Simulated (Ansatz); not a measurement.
Equation of state of Mg3Co under PBE

It takes space group Fm-3m (No. 225, cubic). Conventional cell: a = 6.508 Å, b = 6.508 Å, c = 6.508 Å, α = 90.00°, β = 90.00°, γ = 90.00°. Co (site symmetry m-3m) is surrounded by 8 Mg at 2.82 Å. Around Mg (site symmetry -43m) lie 4 Co at 2.82 Å and 4 Mg at 2.82 Å. Mg (site symmetry m-3m) is surrounded by 8 Mg at 2.82 Å.

The cell comes from a database or a generator and needn't be the stable form of this composition.

The cell was scaled at fixed shape and fractions and run with Ansatz, Ansatz PAW, cutoff 420 eV; PBE, k mesh 7 × 7 × 7 on the cell of 4 atoms, fermi-dirac occupations of 0.05 eV, collinear spin, ferromagnetic start, no spin-orbit coupling. Energies are those that the program minimises, any entropy of the smearing included. For a metal such a mesh isn't converged to the digits shown. The magnetic state is the one that the start led to, which needn't be the lowest.

```tsv
V (Å³/atom)	energy over the lowest row (meV/atom)
16.1965	14.735
16.5411	6.752
16.8857	1.941
17.2303	0.000
17.5749	0.640
17.9196	?
18.2642	8.592
```

**Question.** Fit the third-order Birch-Murnaghan form, give V0, B0 and B′, and predict the energy left open.

**Answer.** With y = (V0/V)^(2/3), E = E0 + (9 V0 B0/16) [(y - 1)³ B′ + (y - 1)² (6 - 4y)]. Least squares through the rows shown give V0 = 17.3130 Å³/atom, E0 = -0.068 meV, B0 = 58.46 GPa (1 eV/Å³ = 160.218 GPa) and B′ = 4.38, with a largest miss of 0.006 meV. At V = 17.9196 the form with these constants gives 3.577 meV; the run gave 3.591 meV an atom.
